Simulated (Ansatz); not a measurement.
AlNi3: do energies and stresses tell the same story?

Theory: DFT r2SCAN, scalar-relativistic, plane waves, PAW (Ansatz 0.2.0).

Plane waves to 500 eV, a k mesh through Γ of 12×12×10 on the computed 8-atom cell and Gaussian smearing (0.10 eV); collinear spin from starting moments 0 0 -0.36 -0.36 -0.36 -0.36 -0.36 -0.36 μB.

Relaxed cell: P6_3/mmc, a = 5.010 Å, b = 5.010 Å, c = 4.041 Å, α = 90.00°, β = 90.00°, γ = 120.00°, 8 atoms in the primitive cell. Whether it is the stable form of this composition wasn't checked.

Energies at zero smearing and pressures from the stress tensor, at volumes with shape and atoms relaxed:
```json
{"V (Å³/atom)": "9.992", "E − E(first) (meV/atom)": "0.00", "P (GPa)": "23.49"}
{"V (Å³/atom)": "10.321", "E − E(first) (meV/atom)": "-38.60", "P (GPa)": "14.31"}
{"V (Å³/atom)": "10.650", "E − E(first) (meV/atom)": "-59.83", "P (GPa)": "6.56"}
{"V (Å³/atom)": "10.980", "E − E(first) (meV/atom)": "-66.35", "P (GPa)": "0.00"}
{"V (Å³/atom)": "11.309", "E − E(first) (meV/atom)": "-60.47", "P (GPa)": "-5.54"}
{"V (Å³/atom)": "11.639", "E − E(first) (meV/atom)": "-44.11", "P (GPa)": "-10.22"}
```

Problem. Check P = −dE/dV between neighbouring volumes, and get the bulk modulus from the pressures alone.

Solution. With 1 eV/Å³ = 160.2 GPa:
```tsv
middle V (Å³/atom)	−ΔE/ΔV (GPa)	mean P (GPa)
10.156	18.775	18.901
10.486	10.324	10.434
10.815	3.174	3.277
11.144	-2.863	-2.771
11.474	-7.955	-7.878
```

The two differ by 0.13 GPa at most. The mean of two end pressures misses the average over a step by about ΔV² P″/12, up to 0.13 GPa here; with that taken off 0.01 GPa remains. Around V = 10.980 Å³/atom, the two neighbours give B = −V ΔP/ΔV = 10.980 × 12.10 / 0.659 = 201.6 GPa, against B0 = 200.7 GPa from the Birch–Murnaghan fit of the energies.

The state reached may not be the lowest one.

Only this magnetic start was tried.